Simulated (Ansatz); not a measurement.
**Bi2Te2Pt3Pb2: reading a single point**

```xyz
9
Lattice="2.1108 3.6560 0.0000 -2.1108 3.6560 0.0000 0.0000 0.0000 16.7986" Properties=species:S:1:pos:R:3 pbc="T T T"
Bi    0.0000    0.0000    3.2719
Bi    0.0000    0.0000   13.5267
Pb    0.0000    2.4373   10.0998
Pb    0.0000    4.8746    6.6988
Te    0.0000    2.4373   15.2968
Te    0.0000    4.8746    1.5018
Pt    0.0000    2.4373    5.0088
Pt    0.0000    4.8746   11.7898
Pt    0.0000    0.0000    8.3993
```

Level: PBE, no spin polarisation; 420 eV; 9×9×2 Γ-centred mesh; fermi-dirac occupations (width 0.1 eV); Ansatz 0.2.0, fixed geometry.

Problem. How is the charge shared?

Solution. Bader charges in e: Bi +0.74, Te -0.32, Pt -0.76 to -0.72, Pb +0.70. In the mean Bi gives up most and Pt takes most.

Problem. What is the formation energy?

Solution. 0.01 eV an atom against the elements' usual phases (free molecules for gases, crystals otherwise, with no correction for O₂ or N₂), too near zero to call. Relaxing would lower it.

Problem. Which atom feels the largest force, and which way?

Solution. The largest is on Bi1 (and as large on other atoms): 1.29 eV/Å, components (0.00, 0.00, 1.29). It makes 55° with the line to a nearest neighbour, Pt7 at 2.99 Å.

Problem. Is the cell too large or too small?

Solution. The pressure is -2.3 GPa (compression positive), so with the atoms held at these fractions the cell would first shrink; the forces are large, so a full relaxation may end otherwise.

Problem. What happens at the Fermi level?

Solution. It is a metal, with about 3.9 states/eV a cell as the mean within 0.25 eV of the Fermi level, mostly Te p (31 %), Pt d (20 %) and Pb p (19 %).

Origin: a known structure type with other elements, at an estimated volume, so it need not be a known compound.
